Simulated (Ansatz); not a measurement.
Ta2N:
Space group P-31m (No. 162); a = b = 5.2645 Å, c = 4.9114 Å, α = β = 90.00°, γ = 120.00°

```
atom  site  symmetry       x       y       z
----  ----  --------  ------  ------  ------
Ta      6k       ..m  0.3330  0.3330  0.2474
N       2d       3.2  0.3333  0.6667  0.5000
N       1a      -3.m  0.0000  0.0000  0.0000
```

Relaxed at zero pressure with PBEsol (plane waves, PAW; program Ansatz).

Question: The volume is lowered by 6 % and shape and atoms relax at that volume. What pressure results, and how do the axes share the change?

Answer: 21.4 GPa; a -2.1 %, b -2.1 %, c -1.9 %; the energy rises by 50 meV/atom.

Question: Give the new structure.

Answer: 
Space group P-31m (No. 162); a = b = 5.153 Å, c = 4.818 Å, α = β = 90.00°, γ = 120.00°

| atom | site | symmetry | x | y | z |
|---|---|---|---|---|---|
| Ta | 6k | ..m | 0.3336 | 0.3336 | 0.2465 |
| N | 2d | 3.2 | 0.3333 | 0.6667 | 0.5000 |
| N | 1a | -3.m | 0.0000 | 0.0000 | 0.0000 |

The phase is kept; no other phase was compared at this pressure.

The workflow started from a Materials Project entry (that database holds measured and hypothetical structures alike); the Crystallography Open Database copy checked does not list it. Whether it is the stable phase at ambient conditions was not checked. Symmetry was held in the PBEsol relaxation; of distortions, only those at the zone centre were tested. No spin polarisation was allowed. Scalar-relativistic: spin–orbit coupling is off unless named, which matters more the heavier the elements.

Potentials: the later of the program's two PAW sets.
